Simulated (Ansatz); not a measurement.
Zn:
Space group P6₃/mmc (No. 194); a = b = 2.5498 Å, c = 4.8628 Å, α = β = 90.00°, γ = 120.00°

```tsv
atom	site	symmetry	x	y	z
Zn	2d	-6m2	0.6667	0.3333	0.2500
```

Relaxed at zero pressure with LDA (plane waves, PAW; program Ansatz).

Problem. The volume is raised by 9 % and shape and atoms relax at that volume. What pressure results, and how do the axes share the change?

Solution. -5.9 GPa; a 1.4 %, b 1.4 %, c 6.1 %; the energy rises by 27 meV/atom.

Problem. Give the new structure.

Solution. 
Space group P6₃/mmc (No. 194); a = b = 2.5846 Å, c = 5.1588 Å, α = β = 90.00°, γ = 120.00°

```
atom  site  symmetry       x       y       z
----  ----  --------  ------  ------  ------
Zn      2d      -6m2  0.6667  0.3333  0.2500
```

The phase is kept; no other phase was compared at this pressure.

Space group P6_3/mmc (hcp (Mg type)). The LDA relaxation kept the symmetry of its start. Axis ratios of metals converge slowly with the k-mesh, so a and c are less sure than the volume.

Potentials: the later of the program's two PAW sets.
